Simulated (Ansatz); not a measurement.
Starting cell, SiC (wurtzite):

```xyz
8
Lattice="6.1510 0.0000 0.0000 -1.5377 2.6634 0.0000 0.0000 0.0000 5.0486" Properties=species:S:1:pos:R:3 pbc="T T T"
Si     1.5377     0.8878     0.0025
Si     4.6132     0.8878     0.0025
Si     0.0000     1.7756     2.5268
Si     3.0755     1.7756     2.5268
C      1.5377     0.8878     3.1539
C      4.6132     0.8878     3.1539
C      0.0000     1.7756     0.6296
C      3.0755     1.7756     0.6296
```

The atoms are displaced by Q × the pattern below (from a DFPT mode at M = (0.5, 0.0, 0.0), largest move 1; Q in Å), at fixed cell. (q is in reciprocal vectors of the primitive cell; the cell shown is doubled to hold the pattern.)

```csv
atom,x,y,z
Si1,-0.860,-0.497,-0.117
Si2,0.860,0.497,0.117
Si3,0.860,0.497,-0.117
Si4,-0.860,-0.497,0.117
C5,-0.430,-0.248,0.422
C6,0.430,0.248,-0.422
C7,0.430,0.248,0.422
C8,-0.430,-0.248,-0.422
```

Level of theory: r2SCAN (plane waves to 500 eV, PAW, scalar-relativistic; Ansatz, a program for electronic structure). k mesh 6×12×7 (Γ-centred), Fermi-Dirac smearing 0.05 eV. E stands for the smeared free energy. SiC was relaxed with its symmetry unable to fall. The PAW data are Ansatz's earlier set. The zero of ΔE is the undisplaced structure.

| Q (Å) | ΔE (meV/cell) |
|---|---|
| -0.180 | 2435 |
| -0.150 | 1709 |
| -0.120 | withheld |
| -0.090 | 624 |
| -0.060 | 279 |
| -0.030 | 70 |
| 0.000 | 0 |
| 0.030 | 70 |
| 0.060 | 279 |
| 0.090 | 624 |
| 0.120 | withheld |
| 0.150 | 1709 |
| 0.180 | 2435 |

### Question
Fit an even polynomial form (powers 2, 4) to the given rows and predict ΔE at Q = 0.120.

### Answer
Least squares on the 11 given rows: ΔE = (77730)·Q² + (-79450)·Q⁴, in meV/cell with Q in Å; root-mean-square residual 0.2 meV/cell. At 0.120 the fit gives 1103 meV/cell; the calculation gives 1103 meV/cell, the same to the digits shown. The quadratic term alone would give 1119 meV/cell.

(For displaced atoms, the force is minus the slope of the energy, and its curvature is a force constant, which sets phonon frequencies.)
